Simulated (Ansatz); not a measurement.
Si₂W:
```cif
data_Si4W2
_chemical_formula_sum 'Si4 W2'
_space_group_name_H-M_alt 'I4/mmm'
_space_group_IT_number 139
_space_group_name_Hall '-I 4 2'
_cell_length_a 3.20286
_cell_length_b 3.20286
_cell_length_c 7.81656
_cell_angle_alpha 90.000
_cell_angle_beta 90.000
_cell_angle_gamma 90.000
loop_
_atom_site_label
_atom_site_type_symbol
_atom_site_symmetry_multiplicity
_atom_site_Wyckoff_symbol
_atom_site_fract_x
_atom_site_fract_y
_atom_site_fract_z
_atom_site_occupancy
Si1 Si 4 e 0.00000 0.00000 0.33453 1
W1 W 2 a 0.00000 0.00000 0.00000 1
```
(The calculation used a cell of 3 atoms; values per cell refer to that cell.)

Relaxed with DFT-PBEsol in the program Ansatz with PAW potentials. Indices refer to the conventional cell of I4/mmm, a = b = 3.2029 Å, c = 7.8166 Å, α = β = γ = 90.00°.

Question: Simulate the powder diffraction pattern (Co Kα, λ = 1.79026 Å; lines above 1 %) up to 2θ = 90°.

Answer: Simulated powder pattern, Co Kα, λ = 1.79026 Å (kinematic, ideal powder, no thermal factors, no anomalous dispersion; the 30 strongest lines at most, above 1 %, up to 2θ = 90°):

```json
[
 {"2θ (°)": "26.48", "d (Å)": "3.908", "I/Imax (%)": "50", "hkl": "(002)"},
 {"2θ (°)": "35.16", "d (Å)": "2.964", "I/Imax (%)": "100", "hkl": "(101)"},
 {"2θ (°)": "46.56", "d (Å)": "2.265", "I/Imax (%)": "57", "hkl": "(110)"},
 {"2θ (°)": "52.57", "d (Å)": "2.021", "I/Imax (%)": "81", "hkl": "(103)"},
 {"2θ (°)": "54.36", "d (Å)": "1.960", "I/Imax (%)": "32", "hkl": "(112)"},
 {"2θ (°)": "54.53", "d (Å)": "1.954", "I/Imax (%)": "7.7", "hkl": "(004)"},
 {"2θ (°)": "67.97", "d (Å)": "1.601", "I/Imax (%)": "20", "hkl": "(200)"},
 {"2θ (°)": "74.32", "d (Å)": "1.482", "I/Imax (%)": "14", "hkl": "(202)"},
 {"2θ (°)": "74.46", "d (Å)": "1.480", "I/Imax (%)": "13", "hkl": "(114)"},
 {"2θ (°)": "78.89", "d (Å)": "1.409", "I/Imax (%)": "23", "hkl": "(211)"},
 {"2θ (°)": "79.16", "d (Å)": "1.405", "I/Imax (%)": "12", "hkl": "(105)"},
 {"2θ (°)": "86.80", "d (Å)": "1.303", "I/Imax (%)": "5.4", "hkl": "(006)"}
]
```

The PBEsol relaxation kept the symmetry of its start. The run is not spin-polarised. Scalar-relativistic: spin–orbit coupling is off unless named, which matters more the heavier the elements.

Potentials: the earlier of the program's two PAW sets. The files were generated under PBE; for other functionals the program regenerates the frozen cores, and for LDA and PBEsol the local potential too.
